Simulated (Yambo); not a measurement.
ZnCl2 (space group P4_2/nmc, No. 137), G0W0@PBEsol (Yambo, plasmon pole, terminator in G, 4×4×1 mesh): gap Γ → Γ in eV by bands and screening block.

```tsv
bands (W and G)	2 Ry	3 Ry	4 Ry	6 Ry	7 Ry
62	6.62	6.57	6.56	6.59	6.59
89	6.39	6.37	6.38	6.44	6.46
127	6.28	6.25	6.28	6.37	6.38
174	(withheld)	6.19	6.22	(withheld)	6.35
221	6.21	6.17	6.19	(withheld)	6.32
```

### Question
Estimate the withheld gaps from their neighbours; the computed values follow.

### Answer

- 174, 2 Ry: 6.23
- 174, 6 Ry: 6.33
- 221, 6 Ry: 6.30

The largest settings aren't shown to be the converged limit.

Geometry of the Materials Project entry, not relaxed at this level; primitive cell a = 3.685 Å, b = 3.685 Å, c = 10.887 Å, α = 90.00°, β = 90.00°, γ = 90.00°.

The distance between layers or molecules is the database entry's, not relaxed here. Functionals without dispersion can leave it too large, which widens gaps and weakens the response across layers: the numbers belong to this cell.
